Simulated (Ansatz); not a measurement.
ScIr₃:
```xyz
4
Lattice="3.9183 0.0000 0.0000 0.0000 3.9183 0.0000 0.0000 0.0000 3.9183" Properties=species:S:1:pos:R:3 pbc="T T T"
Sc     0.0000     0.0000     0.0000
Ir     0.0000     1.9592     1.9592
Ir     1.9592     0.0000     1.9592
Ir     1.9592     1.9592     0.0000
```

Relaxed with r²SCAN. Special points in fractions of this cell's reciprocal vectors: Γ (0.000, 0.000, 0.000); X (0.000, 0.500, 0.000); M (0.500, 0.500, 0.000); R (0.500, 0.500, 0.500).

Problem. List the band energies nearest the Fermi level at these points for r²SCAN (plane waves, PAW; program Ansatz).

Solution. In eV from the Fermi level; about four levels below and three above (degenerate sets whole), none deeper than 8.9 eV; points with the same levels are listed once.

```csv
k,below,above
Γ,-5.65 -5.65 -5.65 -1.98 -1.98 -1.98,0.11 0.11 1.58
X,-1.73 -1.02 -0.99 -0.99,0.44 2.18 2.58 2.58
M,-1.60 -0.60 -0.57 -0.54,3.25 3.25 3.65 3.65
R,-2.14 -2.14 -2.14 -1.27 -1.27 -0.01,0.88 0.88 0.88
```

Space group Pm-3m (Cu3Au type). The workflow started from a Materials Project entry (that database holds measured and hypothetical structures alike); the Crystallography Open Database copy checked does not list it. With Sc and Ir taken as one species the cell has the higher symmetry Fm-3m, so it may be an ordered model of a mixed-site phase. Its standing as an ambient phase is unchecked. Symmetry was held in the r²SCAN relaxation; whether a distortion lowers the energy is not shown. No spin polarisation was allowed. Scalar-relativistic: spin–orbit coupling is off unless named, which matters more the heavier the elements.

Potentials: the later of the program's two PAW sets.
